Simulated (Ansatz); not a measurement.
An Ansatz run on Sr2MgO3 as one 6-atom ordering (I4/mmm) on the rocksalt lattice left the output below. Cell and atoms come from a relaxation with r2SCAN.

The cell given to it:
```
CELL_PARAMETERS angstrom
-1.76370 1.76370 7.23105
1.76370 -1.76370 7.23105
1.76370 1.76370 -7.23105
ATOMIC_POSITIONS crystal
Mg 0.00000 0.00000 0.00000
O 0.85314 0.85314 0.00000
Sr 0.34044 0.34044 0.00000
O 0.14686 0.14686 0.00000
Sr 0.65956 0.65956 0.00000
O 0.50000 0.50000 0.00000
```

Output, abridged:
```
scf.n_extra_bands = 5 over 24 filled bands (N_el = 48.0): the run solves 29 bands
Pseudopotential: Mg, paw, valence charge 10, recommended cutoff 420 eV
Pseudopotential: O, paw, valence charge 6, recommended cutoff 420 eV
Pseudopotential: Sr, paw, valence charge 10, recommended cutoff 420 eV
Crystal: 6 atoms, lattice volume = 89.972 Å³
Basis set: ecut = 420 eV, 1753 PW (Γ), FFT grids on a1+a3, a2+a3, a3
Bands: 29, of which v1, the nominal top of the filled ones, is band 24 counted from 1 (23 counted from 0)
Symmetry: 16 space group operations
Space group: I4/mmm (ITA 139)
k-points: 102 of 1000
preconditioner: auto → Resta (q_TF=auto, 2.457 Å⁻¹)  ε∞=3.8  [insulator: Δε(μ)=3.123 eV  σ=0.020 eV  ℏωp=23.5 eV]
SCF 1 converged in 8 iterations: F = -10722.189036 eV  dr2 = 1.65e-8
SCF converged after 8 iterations
Free energy (F): -10722.189036 eV
Fermi energy:    9.194744 eV
--- Per-component energies (eV) ---
  E_band       = -434.212908
  E_kinetic    = 1101.226771
  E_local      = -3608.460609
  E_nonlocal   = 643.811061
  E_hartree    = 1149.081260
  E_xc         = -603.482028
  E_vxc        = -652.508613
  E_paw        = -6155.622099
  E_vpaw       = -216.451169
  E_ewald      = -3248.750703
--- Forces (eV/Å), atoms counted from 1 ---
  atom   1  Mg      0.00000      0.00000      0.00000
  atom   2  O       0.00000      0.00000    -0.06615
  atom   3  Sr      0.00000      0.00000      0.04095
  atom   4  O       0.00000      0.00000      0.06615
  atom   5  Sr      0.00000      0.00000    -0.04095
  atom   6  O       0.00000      0.00000      0.00000
--- Stress (GPa, compression-positive) ---
        2.219764       0.000000       0.000000
        0.000000       2.219764       0.000000
        0.000000       0.000000       2.355584
  P = ⅓ Tr σ = 2.2650 GPa (22.650 kbar)
--- Band table (eV; the first three rows and the last of 102) ---
  k-point 0: bands = […, 6.8245, 7.4145, 7.4145, 7.5745, 7.5745, 7.5903, 10.7495, 11.4306, 12.5123, 14.2977, …]
  k-point 1: bands = […, 6.7944, 6.9265, 7.1191, 7.3236, 7.5277, 7.5625, 11.3219, 11.9151, 13.0298, 14.2998, …]
  k-point 2: bands = […, 6.2789, 6.2892, 7.0958, 7.1982, 7.4525, 7.4766, 12.3960, 12.6472, 14.0216, 14.2324, …]
  k-point 101: bands = […, 6.8678, 6.8678, 7.3586, 7.3586, 7.5546, 7.5546, 11.2943, 11.7276, 12.7521, 12.8192, …]
```

Task: Write the input file that gave this output, leaving the band path aside.

Result:
```yaml
crystal:
  # lattice and atoms as above
kpoints:
  mp_grid: { grid: [10, 10, 10] }
hamiltonian:
  xc: pbe
scf:
  occupations: { method: fermi_dirac, width: 0.02 }
  n_extra_bands: 5
output:
  forces: true
  stress: true
  eigenvalues: true
```
There is no exchange loop, so no exact exchange. The compression on the r2SCAN cell fits PBE, which tends to larger cells. A single point prints forces and stress when the output block asks for them. Close relatives of this functional can't be ruled out from these lines alone. This is the file that was run, less any keys that only write grids; thresholds and some counts can't be read off the log exactly.

Run as `ansatz run input.yaml --threads 2 --pin off --max-ram 18432MiB --backend cpu --events-out ev --progress --plain --runs-dir out`. Wall time 7.7 s on 2 threads of AMD EPYC 7R13 Processor (Zen 3) (shared host), load about 1.4 per core; peak host memory 0.61 GiB.

The structure was generated, not taken from experiment, and needn't be the ground state; spin polarisation is off.

Spin-orbit coupling is left out.
